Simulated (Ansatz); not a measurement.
YSi$_{2}$Ni$_{2}$:
```
YSi2Ni2
1.0
   -1.97547     1.97547     4.74253
    1.97547    -1.97547     4.74253
    1.97547     1.97547    -4.74253
Y Si Ni
1 2 2
Cartesian
  0.00000   0.00000   0.00000
  0.00000   0.00000   5.95910
  0.00000   0.00000   3.52596
  1.97547   0.00000   2.37126
  0.00000   1.97547   2.37126
```

Relaxed with r²SCAN. Special points in fractions of this cell's reciprocal vectors: Γ (0.000, 0.000, 0.000); X (0.000, 0.000, 0.500); P (0.250, 0.250, 0.250); N (0.000, 0.500, 0.000); M (0.500, 0.500, -0.500); S (0.293, 0.707, -0.293); S0 (-0.293, 0.293, 0.293); R (-0.087, 0.087, 0.500); G (0.500, 0.500, -0.087).

List the band energies nearest the Fermi level at these points for the program Ansatz at the r²SCAN level (PAW).

In eV from the Fermi level; about four levels below and three above (degenerate sets whole), none deeper than 8.9 eV; points with the same levels are listed once.

| k | below | above |
|---|---|---|
| Γ | -1.35 -1.35 -0.87 -0.43 | 1.90 1.90 3.30 |
| X | -1.64 -1.43 -0.55 -0.46 | 3.48 4.44 4.73 |
| P | -1.57 -1.57 -0.49 -0.49 | 2.73 4.85 5.22 |
| N | -2.21 -1.85 -1.43 -0.20 | 1.50 1.56 2.54 |
| M | -1.51 -0.98 -0.98 -0.87 | 0.51 0.55 3.12 |
| S | -2.08 -2.08 -0.19 -0.11 | 0.13 2.33 2.53 |
| R | -1.43 -0.97 -0.54 -0.24 | 3.35 4.15 4.38 |

Space group I4/mmm. The first step of the workflow began from a Materials Project structure, measured or hypothetical; the Crystallography Open Database files this formula in space group No. 139, but the cells were not matched. Its standing as an ambient phase is unchecked. Symmetry was held in the r²SCAN relaxation; its stability against distortions is not shown here. The run is not spin-polarised. Scalar-relativistic: spin–orbit coupling is off unless named, which matters more the heavier the elements.

Potentials: the earlier of the program's two PAW sets.
